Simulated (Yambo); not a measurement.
```
CELL_PARAMETERS angstrom
      0.00000     2.10642     2.10642
      2.10642     0.00000     2.10642
      2.10642     2.10642     0.00000
ATOMIC_POSITIONS crystal
  O  0.50000 0.50000 0.50000
  Mg 0.00000 0.00000 0.00000
```

MgO (rock salt, space group Fm-3m, No. 225): mean Im ε in 1 eV windows above the direct gap of 7.20 eV, for different electron-hole kernels (Yambo, broadening 0.15 eV, norm-conserving PBEsol (Quantum ESPRESSO, 84 Ry, without SOC) bands; 10×10×10 mesh, 3 valence and 1 conduction bands, static screening with 13 bands and a 4 Ry block, scissor 2.54 eV, Tamm-Dancoff; field along x).

| window (eV) | independent quasiparticles | RPA (no attraction) | BSE |
|---|---|---|---|
| 7.2 to 8.2 | 0.6 | 0.5 | 2.5 |
| 8.2 to 9.2 | 1.0 | 0.8 | 2.6 |
| 9.2 to 10.2 | 1.4 | 1.1 | 3.8 |
| 10.2 to 11.2 | 2.4 | 2.0 | 1.9 |
| 11.2 to 12.2 | 3.2 | 3.0 | 2.2 |
| 12.2 to 13.2 | 3.3 | 3.6 | 1.7 |

This run doesn't resolve bound excitons or single peaks, so only averages are given, and they too depend on the mesh; weight that the attraction moves below the gap isn't listed. All transitions below 13.54 eV are in the band window. The scissor comes from a G0W0 run whose convergence isn't established.

Geometry relaxed with PBEsol.
